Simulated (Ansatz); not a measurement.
Zr2SiB2 in space group P-6m2 (No. 187; Zr on 2h, Si on 1a, B on 1b, B on 1f) at seven volumes, the program Ansatz at the r²SCAN level (PAW), shape and atoms relaxed at each. One row is withheld.

```json
[
 {"V (Å³/atom)": "12.480", "P (GPa)": "19.73"},
 {"V (Å³/atom)": "12.892", "P (GPa)": "12.14"},
 {"V (Å³/atom)": "13.303", "P (GPa)": "5.61"},
 {"V (Å³/atom)": "13.715", "P (GPa)": "0.00"},
 {"V (Å³/atom)": "14.126", "P (GPa)": "-4.83"},
 {"V (Å³/atom)": "14.538", "P (GPa)": "-8.98"},
 {"V (Å³/atom)": "14.949", "P (GPa)": "?"}
]
```

Task: Fit the shown pressures and predict the withheld one.

Result: Third-order Birch–Murnaghan: P = (3/2)B₀(x^(7/2) − x^(5/2))[1 + (3/4)(B′ − 4)(x − 1)] with x = (V₀/V)^(2/3). Least squares on the six rows gives V₀ = 13.715 Å³/atom, B₀ = 173.2 GPa, B′ = 3.99. At V = 14.949, x = 0.9442 and P = -12.57 GPa. The run itself gave -12.52 GPa.

The start of the workflow was typed in or built on a structure type; neither database checked (COD, Materials Project) lists it. Whether it is the stable phase at ambient conditions was not checked. The r²SCAN relaxation kept the symmetry of its start; its stability against distortions is not shown here. The run is not spin-polarised.

Potentials: the earlier of the program's two PAW sets.
